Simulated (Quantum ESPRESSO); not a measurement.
pw.x input (Quantum ESPRESSO 7.5; LDA, PseudoDojo standard norm-conserving files, scalar-relativistic):

```
&CONTROL
  calculation = 'scf'
  pseudo_dir = './pseudo'
  outdir = './out'
  tprnfor = .true.
  tstress = .true.
/
&SYSTEM
  ibrav = 0
  nat = 4
  ntyp = 1
  ecutwfc = 56.0
  ecutrho = 224.0
  occupations = 'smearing'
  smearing = 'fd'
  degauss = 0.002
  nbnd = 18
/
&ELECTRONS
  conv_thr = 4e-10
/
ATOMIC_SPECIES
Cl 35.4500 Cl.upf
CELL_PARAMETERS angstrom
  3.264205000000  -2.057470000000   0.000000000000
  3.264205000000   2.057470000000   0.000000000000
  0.000000000000   0.000000000000   8.402400000000
ATOMIC_POSITIONS crystal
Cl   0.885480000000   0.114520000000   0.604750000000
Cl   0.114520000000   0.885480000000   0.395250000000
Cl   0.614520000000   0.385480000000   0.104750000000
Cl   0.385480000000   0.614520000000   0.895250000000
K_POINTS automatic
8 8 4 0 0 0
```

End of the output:

```

[...]
     the Fermi energy is     1.6841 ev
!    total energy              =    -131.17774405 Ry
     estimated scf accuracy    <          2.3E-10 Ry
     smearing contrib. (-TS)   =       0.00000000 Ry
     internal energy E=F+TS    =    -131.17774405 Ry
     The total energy is F=E-TS. E is the sum of the following terms:
     one-electron contribution =     -29.15521798 Ry
     hartree contribution      =      24.62811029 Ry
     xc contribution           =     -35.32646083 Ry
     ewald contribution        =     -91.32417552 Ry
     convergence has been achieved in   8 iterations
     Forces acting on atoms (cartesian axes, Ry/au):
     atom    1 type  1   force =     0.00000000    0.00413418    0.01078903
     atom    2 type  1   force =     0.00000000   -0.00413418   -0.01078903
     atom    3 type  1   force =     0.00000000   -0.00413418    0.01078903
     atom    4 type  1   force =     0.00000000    0.00413418   -0.01078903
     Total force =     0.023108     Total SCF correction =     0.000052
     Computing stress (Cartesian axis) and pressure
          total   stress  (Ry/bohr**3)                   (kbar)     P=      -16.57
  -0.00008216   0.00000000   0.00000000          -12.09        0.00        0.00
  -0.00000000  -0.00013143   0.00000000           -0.00      -19.33        0.00
   0.00000000   0.00000000  -0.00012426            0.00        0.00      -18.28
```
In a gapped system the printed Fermi energy is only some level inside the gap.

Geometry of the Materials Project entry, not relaxed at this level.
